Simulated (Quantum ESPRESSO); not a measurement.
# Band energies of PbF2

```
PbF2
1.0
    0.00000     2.95795     2.95795
    2.95795     0.00000     2.95795
    2.95795     2.95795     0.00000
F Pb
2 1
Direct
  0.75000   0.75000   0.75000
  0.25000   0.25000   0.25000
  0.00000   0.00000   0.00000
```

PBEsol (pw.x of Quantum ESPRESSO, ONCV potentials, with spin-orbit coupling); path ΓXWKΓLUWLK,UX; energies in eV from the valence-band maximum.

```
k (1/Å)  point  band 28  band 29  band 30  band 31  band 32  band 33  band 34  band 35
-------  -----  -------  -------  -------  -------  -------  -------  -------  -------
0.00         Γ    -2.00     4.94     4.94     7.36     7.36     7.36     7.36    10.57
0.53              -1.00     4.45     4.45     6.78     6.78     7.94     7.94    11.14
1.06         X    -0.15     3.94     3.94     7.22     7.22     8.41     8.41     8.84
1.59         W     0.00     4.94     4.94     6.46     6.46     7.55     7.55    10.08
1.72              -0.01     4.86     4.86     6.51     6.51     7.64     7.64    10.01
1.97         K    -0.03     4.67     4.67     6.59     6.59     7.95     7.95     9.77
2.28              -0.15     4.89     4.89     6.46     6.46     7.87     7.87    11.16
2.79              -1.43     4.87     4.87     6.82     6.82     7.57     7.57    11.98
3.10         Γ    -2.00     4.94     4.94     7.36     7.36     7.36     7.36    10.57
3.30              -1.69     4.92     4.92     7.02     7.02     7.46     7.46    11.33
3.91              -0.09     4.56     4.56     6.83     6.83     8.27     8.27    13.19
4.01         L    -0.04     4.55     4.55     6.85     6.85     8.30     8.30    13.19
4.45              -0.04     4.83     4.83     6.50     6.50     7.94     7.94    10.51
4.67         U    -0.03     4.67     4.67     6.59     6.59     7.95     7.95     9.77
5.04         W     0.00     4.94     4.94     6.46     6.46     7.55     7.55    10.08
5.51              -0.04     4.72     4.72     6.67     6.67     8.03     8.03    11.37
5.79         L    -0.04     4.55     4.55     6.85     6.85     8.30     8.30    13.19
5.95              -0.04     4.62     4.62     6.79     6.79     8.18     8.18    12.14
6.36              -0.03     4.78     4.78     6.50     6.50     7.93     7.93     9.98
6.44         K    -0.03     4.67     4.67     6.59     6.59     7.95     7.95     9.77
6.44         U    -0.03     4.67     4.67     6.59     6.59     7.95     7.95     9.77
6.82         X    -0.15     3.94     3.94     7.22     7.22     8.41     8.41     8.84
```

The PBEsol gap is indirect, 3.94 eV, from W to X; the smallest direct gap is 4.09 eV.

Geometry of the Materials Project entry, not relaxed at this level.
